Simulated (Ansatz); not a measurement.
## TiSi2: from a starting cell to a relaxed one

The start is a generated trial cell of TiSi2 in the fluorite structure type. A full variable-cell relaxation at zero pressure is run with r2SCAN (plane waves to 500 eV, PAW, scalar-relativistic; Ansatz, an electronic-structure program). First-step values are on the input's coarse k-mesh.

Ansatz input (later rounds restart from its end on a renewed k-mesh):
Ansatz 0.2 input:
```yaml
crystal:
  lattice:
    - [0, 3.076772, 3.076772]
    - [3.076772, 0, 3.076772]
    - [3.076772, 3.076772, 0]
  atoms:
    - { symbol: Ti, position: [0, 0, 0] }
    - { symbol: Si, position: [0.25, 0.25, 0.25] }
    - { symbol: Si, position: [0.75, 0.75, 0.75] }
basis: { ecutwfc: 500, ecutrho_ratio: 4, xc_grid: 4, fft_grid_basis: typed }
kpoints: { mp_grid: { grid: [7, 7, 7] } }
hamiltonian:
  xc: r2scan
  dispersion: none
  pseudopotentials: { kind: paw }
scf: { occupations: { method: fermi_dirac, width: 0.05 } }
relax: { f_tol: 0.01, max_steps: 100, cell: { stress_tol: 0.02 } }
output: { forces: true, stress: true }
```

* **Initial pressure**: -8 GPa (negative: the cell is under tension)
* **Outcome**: The space group stays Fm-3m (No. 225) (the run could not lower it); the end is fluorite type, with 3 atoms in the primitive cell
* **Volume change**: -10.4 %, from 19.42 to 17.39 Å³/atom
* **Band gap at the end**: no gap (metallic)
* **Optimiser moves**: 6

Relaxed structure:

```cif
data_Si8Ti4
_chemical_formula_sum 'Ti4 Si8'
_space_group_name_H-M_alt 'Fm-3m'
_space_group_IT_number 225
_space_group_name_Hall '-F 4 2 3'
_cell_length_a 5.93149
_cell_length_b 5.93149
_cell_length_c 5.93149
_cell_angle_alpha 90.000
_cell_angle_beta 90.000
_cell_angle_gamma 90.000
loop_
_atom_site_label
_atom_site_type_symbol
_atom_site_symmetry_multiplicity
_atom_site_Wyckoff_symbol
_atom_site_fract_x
_atom_site_fract_y
_atom_site_fract_z
_atom_site_occupancy
Ti1 Ti 4 a 0.00000 0.00000 0.00000 1
Si1 Si 8 c 0.25000 0.25000 0.25000 1
```
(The calculation used a cell of 3 atoms; values per cell refer to that cell.)

Final values are on a 14×14×14 k-mesh of the relaxed cell. No spin polarisation in the result. A magnetic state may lie lower.

The run could not lower the symmetry of its start; a shaken copy of this end point relaxes with r2SCAN to C2/m (No. 12), 0.57 eV/atom lower.

The relaxed structure here is a generated cell of TiSi2: the first start was made by placing the elements on the sites of a structure type, and the end was not matched to a known phase here, so it may be hypothetical. Known forms of TiSi2 include space group No. 63, 70.
